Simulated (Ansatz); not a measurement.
YbHRh, a known structure type with other elements, at an estimated volume

```xyz
9
Lattice="3.2814 5.6836 0.0000 -3.2814 5.6836 0.0000 0.0000 0.0000 3.3419" Properties=species:S:1:pos:R:3 pbc="T T T"
Rh    0.0000    0.0000    1.6709
H     1.5827    5.6836    0.0000
H     0.8494    1.4711    0.0000
H    -2.4320    4.2124    0.0000
Yb   -0.6252    5.6836    1.6709
Yb    1.9533    3.3833    1.6709
Yb   -1.3281    2.3003    1.6709
Rh   -0.0003    3.7892    0.0000
Rh    0.0003    7.5779    0.0000
```

Single point in Ansatz 0.2.0 with r2SCAN, no spin polarisation. Cutoff 500 eV, PAW datasets, 4×4×7 Γ-centred k mesh, fermi-dirac filling (width 0.1 eV).

What do density and ELF say about some of the short contacts?

Rh–H at 2.38 Å: least valence density 0.20 e/Å³ and ELF 0.27 there. Yb–Rh at 2.60 Å: least valence density 0.39 e/Å³ and ELF 0.17 there. H–Yb at 2.77 Å: least valence density 0.12 e/Å³ and ELF 0.09 there. These are pseudo-fields; inside the PAW spheres they differ from the all-electron ones.

Is there a gap?

It is a metal, with about 7.8 states/eV a cell as the mean within 0.25 eV of the Fermi level, mostly Yb f (60 %) and Rh d (24 %).

How is the charge shared?

Bader charges in e: Yb +1.25, H -0.34, Rh -1.13 to -0.50. In the mean Yb gives up most and Rh takes most.

Which atom feels the largest force, and which way?

The largest is on Yb5 (and as large on other atoms): 0.79 eV/Å, components (-0.79, 0.00, 0.00). It makes 104° with the line to a nearest neighbour, Rh8 at 2.60 Å.

Origin: a known structure type with other elements, at an estimated volume, so it need not be a known compound. Caveats: no spin polarisation, so a magnetic state may lie lower; f levels without a U or exact exchange are poorly placed.
